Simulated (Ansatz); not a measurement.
An Ansatz input:

```yaml
crystal:
  lattice:
    - [6.3560819905, 0.0, 0.0]
    - [-3.1780409952, 5.5045284723, 0.0]
    - [0.0, 0.0, 2.3166975812]
  atoms:
    - { symbol: Se, position: [1.0, 0.0, 0.0] }
    - { symbol: Se, position: [0.3333333333, 0.6666666667, 0.5] }
    - { symbol: Se, position: [0.6666666667, 0.3333333333, 0.5] }
hamiltonian:
  xc: r2scan
  pseudopotentials:
    kind: paw
    azcp:
      Se: "pseudopotentials/Se.paw.azcp"
basis:
  ecutwfc: 500
  fft_grid_basis: typed
kpoints:
  mp_grid: { grid: [7, 7, 15], shift: [0, 0, 0] }
magnetization:
  spin_polarized: false
scf:
  occupations: { method: fermi_dirac, width: 0.1 }
  lower_state_search: "off"
output:
  stress: true
```

and its output:

```
Engine: ansatz 0.2.0, x86_64-unknown-linux-gnu
Pseudopotentials: kind: paw
Pseudopotential: Se, paw, valence charge 16, recommended cutoff 500 eV (meta_gga) 
Functional definition: r2SCAN
  parameter k0 = 0.174
  parameter k1 = 0.065
  parameter a1 = 4.9479
  exchange = r2scan_x(k0 = k0, k1 = k1, a1 = a1)
  correlation = r2scan_c
Crystal: 3 atoms, lattice volume = 81.055 Å³
Basis set: ecut = 500 eV, 2079 PW (Γ), exchange–correlation on 192×192×72 points (64 copies of the dense FFT grid, shifted against one another)
Bands: 28, of which v1, the nominal top of the filled ones, is band 24 counted from 1 (23 counted from 0)
Symmetry: 24 space group operations
Space group: P6/mmm (ITA 191), of the structure as read, at distance tolerance 4.3e-5 Å
k-points: 64 of 735
Non-local potential: Se, projectors of the file, l = 0: 2, l = 1: 2, l = 2: 3, l = 3: 1
PAW form: soft (Blöchl's): semilocal exchange-correlation on the pseudo side does not see the compensation charge
PAW frozen core: Se, regenerated for the run's functional (the file was generated under x = pbe(κ = 0.804, μ = 0.2195149727645171), c = pbe(β = 0.06672455060314922))
PAW one-centre angular grid: Se, 590 points (default); XC on 160 Gauss nodes
Initial density: superposition of atomic densities (neutral atoms: chi_scale 0, normalization atom), corrected by the library's trained network
Initial wavefunctions: pseudopotential atomic-orbital guess
Functional: x = r2scan, c = r2scan; τ floored in thin density (d = 2e-4 eV/Å³)
SCF iter   1: F=-16432.374794 eV  HF=-16432.379480 eV  |F-HF|=4.69e-3  |Δ(HF+E_count)|=         —  Δρ=2.62e-3  dr2=8.92e-3  dr2_τ=6.53e-3  ethr=1.77e-3  ⟨swp⟩=5.4  Hψ=7491  notcnv=0
SCF iter   2: F=-16432.380403 eV  HF=-16432.383553 eV  |F-HF|=3.15e-3  |Δ(HF+E_count)|=   4.07e-3  Δρ=1.30e-3  dr2=9.52e-4  dr2_τ=7.76e-5  ethr=1.86e-5  ⟨swp⟩=2.0  Hψ=4352  notcnv=0
SCF iter   3: F=-16432.381998 eV  HF=-16432.382124 eV  |F-HF|=1.26e-4  |Δ(HF+E_count)|=   1.43e-3  Δρ=3.00e-4  dr2=1.37e-4  dr2_τ=5.87e-6  ethr=1.98e-6  ⟨swp⟩=2.0  Hψ=3611  notcnv=0
SCF iter   4: F=-16432.382121 eV  HF=-16432.382118 eV  |F-HF|=3.12e-6  |Δ(HF+E_count)|=   6.06e-6  Δρ=9.37e-5  dr2=9.33e-6  dr2_τ=3.17e-7  ethr=2.86e-7  ⟨swp⟩=2.0  Hψ=3597  notcnv=0
SCF iter   5: F=-16432.382125 eV  HF=-16432.382124 eV  |F-HF|=6.24e-7  |Δ(HF+E_count)|=   6.07e-6  Δρ=3.20e-5  dr2=8.69e-7  dr2_τ=3.46e-8  ethr=1.94e-8  ⟨swp⟩=2.0  Hψ=2388  notcnv=0
SCF iter   6: F=-16432.382125 eV  HF=-16432.382125 eV  |F-HF|=9.76e-9  |Δ(HF+E_count)|=   8.61e-7  Δρ=4.76e-6  dr2=2.12e-8  dr2_τ=7.82e-10  ethr=2.08e-10  ⟨swp⟩=4.5  Hψ=6710  notcnv=0
SCF 1 converged in 6 iterations: F = -16432.382125 eV  dr2 = 2.12e-8
SCF converged after 6 iterations
Free energy (F): -16432.382125 eV
Harris-Foulkes:  -16432.382125 eV  (|F-HF|=9.76e-9)
Internal energy: -16432.277144 eV  (E = F + TS)
E sigma→0 (E₀):  -16432.329635 eV
Entropy (-TS):   -0.104981 eV (-34.994 meV/atom)
Fermi energy:    6.455324 eV
--- Per-component energies (eV) ---
  E_band       = -1271.413686
  E_kinetic    = 352.928886
  E_local      = -7681.590283  (includes V_loc(G=0)·N_el)
  E_nonlocal   = -1781.497810
  E_hartree    = 3760.703429
  E_xc         = -292.066637
  E_vxc        = -314.495783  (∫ρ·V_xc dr)
  E_paw        = -5777.594815  (= ΣΔE_a)
  E_vpaw       = 615.618372  (= ΣTr[D̂ρ^β])
  E_aug_tail   = -0.000636  (compensation charges beyond the density's cutoff)
  E_vtau       = 16.225833  (kinetic-family band-sum trace: ∫τ·v_τ [+ j·A + Jᵃ·Aᵃ] dr)
  E_ewald      = -5007.864967
  E_core_change = -5.294311  (= ΣΔE_core)
  E_smearing   = -0.104981  (= −TS)
  E_closure    = 0.000000  (closes the sum)
  Σ components = -16432.382125   (vs F -16432.382125, Δ=0.00e0)
--- Stress (GPa, compression-positive) ---
        0.996599       0.000000       0.000000
       -0.000000       0.996599       0.000000
        0.000000       0.000000      11.951845
  P = ⅓ Tr σ = 4.6483 GPa (46.483 kbar)
```

Launched by

```sh
ansatz run input.yaml --threads 1 --pin off --max-ram 3584MiB --backend cpu --events-out ev --progress --plain --runs-dir out
```

On 1 thread of Intel(R) Xeon(R) Platinum 8259CL CPU @ 2.50GHz (Skylake/Cascade Lake) (shared host) this took about 27 s of wall time and 27 s of CPU time.
